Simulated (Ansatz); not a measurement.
Level: PBE, no spin polarisation; 420 eV; 7×7×7 Γ-centred mesh; fermi-dirac occupations (width 0.071 eV); Ansatz 0.2.0, fixed geometry.

Computed maps in the lattice plane spanned by b (left to right, 5.72 Å, 17 points from zero) and c (bottom to top, 5.72 Å, 17 points from zero), 60° apart, at height 0.250 along a. The fields are smooth PAW ones with compensation charges, not the true ones near nuclei.

Valence density. Digits on a logarithmic scale: 0 up to 0.03 e/Å³, each further digit a factor of 1.6, 9 from 1.3 e/Å³ up:
```
55665444445665565
57998632246998656
57999953236999965
46999984225999985
44799996313699996
43479986322469996
43345665322235665
44444443212212344
56665432223332224
57887653235664324
57999975346898534
57999996446999964
46899997545999985
45799998644799996
43578998643479996
43356777643346775
44444555544444555
```

ELF. Ten even steps from '0' (0.00) to '9' (0.83):
```
12552123112541122
14999510016998312
15989960017988931
03985993005985881
00698996001798894
00179996000179995
00014774000015762
13431111000000111
46666410000000001
66556662014663003
66412566117999612
56400056417999951
26512026614985992
14641015631798895
01565445640169995
00146666630003542
00012566410000111
```

Task: The cell is NaTe2RhF6. Which atoms lie within 0.2 Å of this plane, and where (fractions of b and c)?

Result: Te at (0.25, 0.25), F at (0.77, 0.23), F at (0.77, 0.77), F at (0.23, 0.77). The whole cell:
```yaml
crystal:
  lattice:
    - [0.00000, 4.04178, 4.04178]
    - [4.04178, 0.00000, 4.04178]
    - [4.04178, 4.04178, 0.00000]
  atoms:
    - { symbol: Na, position: [0.50000, 0.50000, 0.50000] }
    - { symbol: Rh, position: [0.00000, 0.00000, 0.00000] }
    - { symbol: Te, position: [0.25000, 0.25000, 0.25000] }
    - { symbol: Te, position: [0.75000, 0.75000, 0.75000] }
    - { symbol: F, position: [0.76600, 0.23400, 0.23400] }
    - { symbol: F, position: [0.23400, 0.76600, 0.23400] }
    - { symbol: F, position: [0.23400, 0.76600, 0.76600] }
    - { symbol: F, position: [0.76600, 0.23400, 0.76600] }
    - { symbol: F, position: [0.23400, 0.23400, 0.76600] }
    - { symbol: F, position: [0.76600, 0.76600, 0.23400] }
```

Origin: a known structure type with other elements, at an estimated volume, so it need not be a known compound. Caveats: many states at the Fermi level without spin polarisation, so a magnetic state may lie lower; atoms or cell far from equilibrium.
